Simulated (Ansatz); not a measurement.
C (diamond)

```
CELL_PARAMETERS angstrom
      0.00000     3.56028     3.56028
      1.78014     0.00000     1.78014
      1.78014     1.78014     0.00000
ATOMIC_POSITIONS crystal
  C  0.25000 0.50000 0.50000
  C  0.75000 0.50000 0.50000
  C  0.37500 0.75000 0.75000
  C  0.87500 0.75000 0.75000
```

A phonon eigenvector at L = (0.5, 0.0, 0.0) is frozen into this cell: atom i moves by Q times the vector below, so Q is the largest atomic displacement, in Å. The cell is held. (q is in reciprocal vectors of the primitive cell; the cell shown is doubled to hold the pattern.)

| atom | x | y | z |
|---|---|---|---|
| C1 | -0.577 | 0.577 | 0.577 |
| C2 | 0.577 | -0.577 | -0.577 |
| C3 | 0.577 | -0.577 | -0.577 |
| C4 | -0.577 | 0.577 | 0.577 |

Calculation: r2SCAN (plane waves to 500 eV, PAW, scalar-relativistic; Ansatz, an electronic-structure program). k mesh 8×16×16 (Γ-centred), Fermi-Dirac smearing 0.05 eV. E stands for the smeared free energy. C was relaxed with its symmetry unable to fall. The zero of ΔE is the undisplaced structure.

Task: Estimate the ΔE (meV/cell) for Q (Å) = -0.083, 0.017, 0.033, 0.067, 0.100.

Result: 
| Q (Å) | ΔE (meV/cell) |
|---|---|
| -0.083 | 998 |
| 0.017 | 40 |
| 0.033 | 161 |
| 0.067 | 642 |
| 0.100 | 1429 |

(A displaced cell: forces are minus the slopes of the energy, force constants its curvatures, and phonons follow from these.)
